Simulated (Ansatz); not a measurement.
GaSiSnN:
```cif
data_GaNSiSn
_chemical_formula_sum 'Ga1 N1 Sn1 Si1'
_space_group_name_H-M_alt 'P 1'
_space_group_IT_number 1
_cell_length_a 6.61094
_cell_length_b 6.61094
_cell_length_c 6.61094
_cell_angle_alpha 33.419
_cell_angle_beta 33.419
_cell_angle_gamma 33.419
loop_
_space_group_symop_operation_xyz
  'x, y, z'
loop_
_atom_site_label
_atom_site_type_symbol
_atom_site_fract_x
_atom_site_fract_y
_atom_site_fract_z
_atom_site_occupancy
Ga1 Ga 0.01155 0.01155 0.01155 1
N1 N 0.11943 0.11943 0.11943 1
Sn1 Sn 0.48952 0.48952 0.48952 1
Si1 Si 0.62954 0.62954 0.62954 1
```

Relaxed with PBE in the plane-wave PAW code Ansatz. Indices refer to the conventional cell of R3m, a = b = 3.802 Å, c = 18.708 Å, α = β = 90.00°, γ = 120.00°.

Problem. Simulate the powder diffraction pattern (neutron, λ = 1.5401 Å; lines above 1 %) up to 2θ = 90°.

Solution. Simulated powder pattern, neutron, λ = 1.5401 Å (kinematic, ideal powder, no thermal factors, coherent scattering alone; the 30 strongest lines at most, above 1 %, up to 2θ = 90°):

| 2θ (°) | d (Å) | I/Imax (%) | hkl |
|---|---|---|---|
| 14.19 | 6.236 | 20 | (0003) |
| 27.48 | 3.242 | 13 | (1 0 -1 1) |
| 28.60 | 3.118 | 25 | (0006) |
| 28.71 | 3.106 | 100 | (0 1 -1 2) |
| 36.31 | 2.472 | 4.2 | (0 1 -1 5) |
| 43.49 | 2.079 | 5.0 | (0009) |
| 47.65 | 1.906 | 63 | (0 1 -1 8) |
| 47.80 | 1.901 | 77 | (1 1 -2 0) |
| 50.11 | 1.818 | 11 | (1 1 -2 3) |
| 56.02 | 1.640 | 3.6 | (0 2 -2 1) |
| 56.51 | 1.627 | 27 | (1 0 -1 10) |
| 56.65 | 1.623 | 45 | (1 1 -2 6) |
| 56.72 | 1.621 | 30 | (2 0 -2 2) |
| 61.28 | 1.511 | 18 | (0 1 -1 11) |
| 61.47 | 1.507 | 1.7 | (2 0 -2 5) |
| 66.59 | 1.403 | 15 | (1 1 -2 9) |
| 69.79 | 1.346 | 35 | (2 0 -2 8) |
| 71.46 | 1.319 | 10 | (1 0 -1 13) |
| 76.66 | 1.242 | 4.6 | (2 1 -3 1) |
| 76.91 | 1.238 | 7.3 | (0 1 -1 14) |
| 77.09 | 1.236 | 18 | (0 2 -2 10) |
| 77.26 | 1.233 | 39 | (1 2 -3 2) |
| 79.41 | 1.205 | 2.4 | (1 1 -2 12) |
| 81.24 | 1.183 | 13 | (2 0 -2 11) |
| 81.41 | 1.181 | 2.4 | (1 2 -3 5) |
| 88.68 | 1.102 | 14 | (1 0 -1 16) |
| 89.01 | 1.099 | 54 | (1 2 -3 8) |
| 89.13 | 1.097 | 33 | (3 0 -3 0) |

The start of the workflow was typed in or built on a structure type; neither database checked (COD, Materials Project) lists it. Its standing as an ambient phase is unchecked. Symmetry was held in the PBE relaxation; whether a distortion lowers the energy is not shown. Its formation energy is positive at this level, so the cell may be metastable or incomplete. Spin–orbit coupling is left out wherever it is not named.

Potentials: the earlier of the program's two PAW sets.
